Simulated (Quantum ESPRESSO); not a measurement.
# Si6NGa: input and log of a self-consistent run

Computed values, not a measurement. The program is pw.x of Quantum ESPRESSO 7.5 (plane-wave density functional theory). The cell is made up: 8 atoms on a zincblende/diamond lattice, with randomly drawn elements, strain and displacements, not relaxed. PseudoDojo standard norm-conserving files (v0.5 for PBE, v0.4.1 for LDA and PBEsol) set the functional; there is no spin polarisation, spin-orbit coupling or dispersion term, and the masses in the input are unused placeholders.

Input:

```
&control calculation='scf', pseudo_dir='./dojo.nc.sr.pbe.v0_5.standard.upf', outdir='./o', disk_io='low', tprnfor=.true., tstress=.true. /
&system ibrav=0, nat=8, ntyp=3, nbnd=31, ecutwfc=84.00895049, nosym=.true., tot_charge=0,
 occupations='smearing', smearing='fd', degauss=0.0073498644
/
&electrons conv_thr=7.350e-09, electron_maxstep=60, /
ATOMIC_SPECIES
Ga 1.0 Ga.upf
N 1.0 N.upf
Si 1.0 Si.upf
CELL_PARAMETERS angstrom
5.3233 0.0 0.0
0.0 5.3233 0.0
0.0 0.0 5.3233
ATOMIC_POSITIONS angstrom
Si 0.0682 0.0394 -0.0721
Si 0.0171 2.7021 2.6426
Si 2.6864 -0.0796 2.6749
N 2.668 2.698 0.012
Si 1.3013 1.3237 1.3661
Ga 1.2706 4.0039 4.0263
Si 4.0356 1.4574 4.0508
Si 3.9331 3.974 1.4422
K_POINTS automatic
6 6 6 1 1 1
```

The log is shortened where brackets say so; the opening notice, blank lines, dates and the lines on written files are dropped, and the path of the files is cut. It prints rydbergs, bohrs and kilobars, and counts compression as positive stress.

```
     Program PWSCF v.7.5
     Parallel version (MPI & OpenMP), running on       4 processor cores
     Number of MPI processes:                 4
     Threads/MPI process:                     1
     [start-up lines left out]
     bravais-lattice index     =            0
     lattice parameter (alat)  =      10.0596  a.u.
     unit-cell volume          =    1017.9804 (a.u.)^3
     number of atoms/cell      =            8
     number of atomic types    =            3
     number of electrons       =        42.00
     number of Kohn-Sham states=           31
     kinetic-energy cutoff     =      84.0090  Ry
     charge density cutoff     =     336.0358  Ry
     scf convergence threshold =      7.3E-09
     mixing beta               =       0.7000
     number of iterations used =            8  plain     mixing
     Exchange-correlation= PBE
                           (   1   4   3   4   0   0   0)
     [axes and pseudopotential details left out]
   Cartesian axes
     site n.     atom                  positions (alat units)
         1        Si     tau(   1) = (   0.0128116   0.0074014  -0.0135442  )
         2        Si     tau(   2) = (   0.0032123   0.5075987   0.4964214  )
         3        Si     tau(   3) = (   0.5046494  -0.0149531   0.5024891  )
         4        N      tau(   4) = (   0.5011929   0.5068285   0.0022542  )
         5        Si     tau(   5) = (   0.2444536   0.2486615   0.2566265  )
         6        Ga     tau(   6) = (   0.2386865   0.7521462   0.7563541  )
         7        Si     tau(   7) = (   0.7581012   0.2737775   0.7609565  )
         8        Si     tau(   8) = (   0.7388462   0.7465294   0.2709222  )
     number of k points=   108  Fermi-Dirac smearing, width (Ry)=  0.0073
     Number of k-points >= 100: set verbosity='high' to print them.
     Dense  grid:   106047 G-vectors     FFT dimensions: (  60,  60,  60)
     Estimated max dynamical RAM per process >     297.48 MB
     Estimated total dynamical RAM >       1.09 GB
     Initial potential from superposition of free atoms
     starting charge      41.9936, renormalised to      42.0000
     Starting wfcs are   37 randomized atomic wfcs
     total cpu time spent up to now is        6.0 secs
     per-process dynamical memory:   249.3 Mb
     Self-consistent Calculation
     iteration #  1     ecut=    84.01 Ry     beta= 0.70
     Davidson diagonalization with overlap
     ethr =  1.00E-02,  avg # of iterations =  4.6
     total cpu time spent up to now is       22.5 secs
     total energy              =    -224.02607320 Ry
     estimated scf accuracy    <       0.52505836 Ry
     iteration #  2     ecut=    84.01 Ry     beta= 0.70
     Davidson diagonalization with overlap
     ethr =  1.25E-03,  avg # of iterations =  4.2
     total cpu time spent up to now is       36.6 secs
     total energy              =    -223.86162226 Ry
     estimated scf accuracy    <       2.14827474 Ry
     iteration #  3     ecut=    84.01 Ry     beta= 0.70
     Davidson diagonalization with overlap
     ethr =  1.25E-03,  avg # of iterations =  2.8
     total cpu time spent up to now is       49.3 secs
     total energy              =    -224.21987640 Ry
     estimated scf accuracy    <       0.09223145 Ry
     iteration #  4     ecut=    84.01 Ry     beta= 0.70
     Davidson diagonalization with overlap
     ethr =  2.20E-04,  avg # of iterations =  2.9
     total cpu time spent up to now is       61.1 secs
     total energy              =    -224.23535135 Ry
     estimated scf accuracy    <       0.00578972 Ry
     iteration #  5     ecut=    84.01 Ry     beta= 0.70
     Davidson diagonalization with overlap
     ethr =  1.38E-05,  avg # of iterations = 10.0
     total cpu time spent up to now is       79.5 secs
     total energy              =    -224.23642145 Ry
     estimated scf accuracy    <       0.00098346 Ry
     iteration #  6     ecut=    84.01 Ry     beta= 0.70
     Davidson diagonalization with overlap
     ethr =  2.34E-06,  avg # of iterations =  4.3
     total cpu time spent up to now is       93.5 secs
     total energy              =    -224.23665443 Ry
     estimated scf accuracy    <       0.00010048 Ry
     iteration #  7     ecut=    84.01 Ry     beta= 0.70
     Davidson diagonalization with overlap
     ethr =  2.39E-07,  avg # of iterations =  2.0
     total cpu time spent up to now is      104.9 secs
     total energy              =    -224.23667480 Ry
     estimated scf accuracy    <       0.00000533 Ry
     iteration #  8     ecut=    84.01 Ry     beta= 0.70
     Davidson diagonalization with overlap
     ethr =  1.27E-08,  avg # of iterations =  2.8
     total cpu time spent up to now is      118.1 secs
     total energy              =    -224.23667670 Ry
     estimated scf accuracy    <       0.00000116 Ry
     iteration #  9     ecut=    84.01 Ry     beta= 0.70
     Davidson diagonalization with overlap
     ethr =  2.77E-09,  avg # of iterations =  2.0
     total cpu time spent up to now is      129.7 secs
     total energy              =    -224.23667695 Ry
     estimated scf accuracy    <       0.00000015 Ry
     iteration # 10     ecut=    84.01 Ry     beta= 0.70
     Davidson diagonalization with overlap
     ethr =  3.57E-10,  avg # of iterations =  2.0
     total cpu time spent up to now is      141.7 secs
     total energy              =    -224.23667698 Ry
     estimated scf accuracy    <          9.4E-09 Ry
     iteration # 11     ecut=    84.01 Ry     beta= 0.70
     Davidson diagonalization with overlap
     ethr =  2.23E-11,  avg # of iterations =  3.4
     total cpu time spent up to now is      154.2 secs
     End of self-consistent calculation
     Number of k-points >= 100: set verbosity='high' to print the bands.
     the Fermi energy is     6.3078 ev
!    total energy              =    -224.23667698 Ry
     estimated scf accuracy    <          1.2E-09 Ry
     smearing contrib. (-TS)   =      -0.00324146 Ry
     internal energy E=F+TS    =    -224.23343551 Ry
     The total energy is F=E-TS. E is the sum of the following terms:
     one-electron contribution =     -97.55474162 Ry
     hartree contribution      =      73.53490841 Ry
     xc contribution           =     -66.22126140 Ry
     ewald contribution        =    -133.99234091 Ry
     convergence has been achieved in  11 iterations
     Forces acting on atoms (cartesian axes, Ry/au):
     atom    1 type  3   force =    -0.07232854    0.02146263    0.07726257
     atom    2 type  3   force =    -0.00783743   -0.01985295   -0.00192358
     atom    3 type  3   force =    -0.02233266    0.09103814    0.03977490
     atom    4 type  2   force =     0.02236885   -0.01831935    0.01884964
     atom    5 type  3   force =     0.07121694    0.02059556   -0.04414596
     atom    6 type  1   force =     0.08405428   -0.06096525    0.01834242
     atom    7 type  3   force =    -0.08400914    0.00743584    0.03516399
     atom    8 type  3   force =     0.00886770   -0.04139462   -0.14332398
     Total force =     0.270051     Total SCF correction =     0.000101
     Computing stress (Cartesian axis) and pressure
          total   stress  (Ry/bohr**3)                   (kbar)     P=        9.07
   0.00003176  -0.00021099  -0.00010001            4.67      -31.04      -14.71
  -0.00021099   0.00008493   0.00016401          -31.04       12.49       24.13
  -0.00010001   0.00016401   0.00006824          -14.71       24.13       10.04
     init_run     :      5.57s CPU      5.84s WALL (       1 calls)
     electrons    :    147.70s CPU    148.27s WALL (       1 calls)
     forces       :      2.41s CPU      2.44s WALL (       1 calls)
     stress       :      8.82s CPU      8.82s WALL (       1 calls)
     [timing details left out]
     PWSCF        :   2m44.71s CPU   2m45.67s WALL
     JOB DONE.
```

In other units: free energy -3050.895 eV for the cell, pressure 0.91 GPa, largest force component 3.685 eV/Å. A rerun of a related cell, with the same atoms placed differently, at 1437 eV and a 8 x 8 x 8 mesh moved values by no more than 0.005 eV in energy, 0.04 GPa in stress and 0.011 eV/Å in force.